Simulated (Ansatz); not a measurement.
**Compressing Ti2SnC: a fit and a missing row**

Ti2SnC, P6_3/mmc, a = 3.140 Å, c = 13.629 Å. The structure is a Materials Project entry; whether it is the stable form wasn't checked. Ansatz: PBEsol, PAW, 420 eV, Γ-centred 12×12×4 mesh on 8 atoms, Gaussian smearing 0.10 eV; no spin polarisation. Shape and atoms are relaxed at each volume; pressure is positive in compression.

```tsv
V (Å³/atom)	P (GPa)
13.670	?
14.106	4.83
14.543	-0.02
14.979	-4.09
15.415	-7.49
```

Question: Take V0 = 14.543 Å³/atom, count pressures from its P0 = -0.02 GPa, fit the third-order Birch–Murnaghan form to the other rows, and predict the missing pressure.

Answer: With the Eulerian strain f = ½[(V0/V)^(2/3) − 1] and y = (P − P0)/[3f(1 + 2f)^(5/2)], the form is the line y = B0 + 1.5 B0 (B0′ − 4) f. Rows (f, y): 0.01027, 149.6; -0.00975, 146.2; -0.01904, 144.1. Means f = -0.006173, y = 146.63; Σ(Δf)² = 0.0004487, ΣΔfΔy = 0.08293; the slope is their ratio. y = 147.8 + 184.8 f GPa, so B0 = 147.8 GPa and B0′ = 4 + 2 × (184.8)/(3 × 147.8) = 4.83. At V = 13.670, f = 0.02107, y = 151.69 and P = 10.61 GPa. The run gave 10.56 GPa, so the fit is 0.05 GPa too high, a small miss on the scale of the series. The form still works here, 33 % of the fitted range beyond its end.